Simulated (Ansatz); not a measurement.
# MgI2: rattling a relaxed structure

The cell was found from a structure generator's guess, not taken from experiment.

All numbers below come from DFT PBE+D3(BJ), scalar-relativistic, plane waves, PAW (Ansatz). Cutoff 420 eV; k points 6×6×1 on the computed 6-atom cell (Γ-centred); Gaussian smearing, width 0.02 eV; no spin polarisation.

The cell below (6 atoms, layer group p-3m1 (No. 72)) is relaxed within its symmetry. Only a and b repeat, and vacuum parts the sheet from its images along c.

```xyz
6
Lattice="4.1291 0.0000 0.0000 -2.0646 3.5759 0.0000 0.0000 0.0000 44.2065" Properties=species:S:1:pos:R:3 pbc="T T F"
Mg    0.0000    0.0000    8.5633
Mg    0.0000    2.3839   15.4367
I     0.0000    2.3839   10.2409
I     2.0646    1.1920    6.8819
I     2.0646    1.1920   17.1181
I     0.0000    0.0000   13.7592
```

For the test a repeat of it with 12 atoms (edges 8.26, 4.13 Å) was strained at random (σ = 1.5 % a component), the atoms were moved at random (σ = 0.15 Å), and all was relaxed again on a coarse 4×4×1 mesh (in the run’s order of axes) with 0.10 eV smearing, with no symmetry imposed.

Spin–orbit coupling, which can matter for I, is left out.

Problem. Does it come back?

Solution. It returns, within 1 meV/atom of the unmoved cell on that mesh and with the same symmetry when read at 0.1 Å (P-1 at 0.01 Å, so small strains and shifts remain). No instability shows in this cell; modes of other wave vectors, which need another repeat, aren't tested.
